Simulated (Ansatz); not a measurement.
## AlCu3: phonons across the zone at 0.98 times its equilibrium volume

Level of theory: Ansatz, DFT LDA, scalar-relativistic, plane waves, PAW. Settings: 420 eV plane-wave cutoff, Γ-centred 12×12×12 mesh, Fermi-Dirac smearing of 0.15 eV. No spin polarisation. Phonons by linear response, acoustic sum rule imposed.

The cell, relaxed in shape and atoms at 0.98 times its equilibrium volume:
```xyz
4
Lattice="3.5655 0.0000 0.0000 0.0000 3.5655 0.0000 0.0000 0.0000 3.5655" Properties=species:S:1:pos:R:3 pbc="T T T"
Al    0.0000    0.0000    0.0000
Cu    1.7827    1.7827    0.0000
Cu    1.7827    0.0000    1.7827
Cu    0.0000    1.7827    1.7827
```

In a metal, frequencies and elastic constants depend on the k mesh and the smearing, soft modes and shear constants most. Some empty bands missed the eigensolver's threshold. The q mesh is coarse, so values between its points are rough.

Force constants from linear response on a 2×2×2 q mesh.

Path: Γ–X–M–Γ–R–X | R–M. Distance along the path (Å⁻¹), then the branches (cm⁻¹, negative for imaginary):
```
0.000  0 0 0 176 176 176 213 213 213 324 324 324
0.220  42 42 63 175 176 176 211 212 212 322 322 323
0.441  81 81 119 171 173 173 206 211 211 315 315 320
0.661  114 114 159 162 162 167 200 213 213 308 308 316
0.881  135 135 150 150 166 175 197 215 215 305 305 314
1.101  131 137 145 153 164 173 202 211 215 304 308 316
1.322  125 138 145 156 160 164 202 213 219 301 314 319
1.542  123 134 147 150 157 168 188 223 224 297 320 322
1.762  124 134 143 143 171 171 173 226 227 296 323 323
2.074  115 141 146 153 154 172 192 213 228 299 316 324
2.385  89 108 158 159 175 178 180 204 228 308 309 325
2.697  49 58 93 171 176 177 203 211 218 318 319 324
3.008  0 0 0 176 176 176 213 213 213 324 324 324
3.390  62 62 114 168 177 177 202 202 223 312 323 323
3.771  105 105 150 168 168 177 177 187 241 297 325 325
4.153  124 124 138 145 145 155 155 174 253 323 333 333
4.534  121 121 136 136 136 146 146 146 264 337 337 337
4.846  125 126 136 138 145 151 151 167 256 328 334 334
5.157  128 131 140 143 158 162 175 200 238 309 325 325
5.469  132 134 146 148 164 172 203 205 221 302 312 317
5.780  135 135 150 150 166 175 197 215 215 305 305 314
5.891  121 123 135 136 136 147 147 149 263 336 337 337
6.111  122 134 135 139 139 153 153 169 255 328 333 333
6.331  123 135 141 141 153 163 163 198 242 314 328 328
6.551  123 134 143 143 170 170 170 223 229 298 323 323
```

Whether AlCu3 exists in this form wasn't checked.

Cost: 1 run of about 8.4 core-minutes, on Intel Xeon 6975P-C (Granite Rapids) (shared hosts).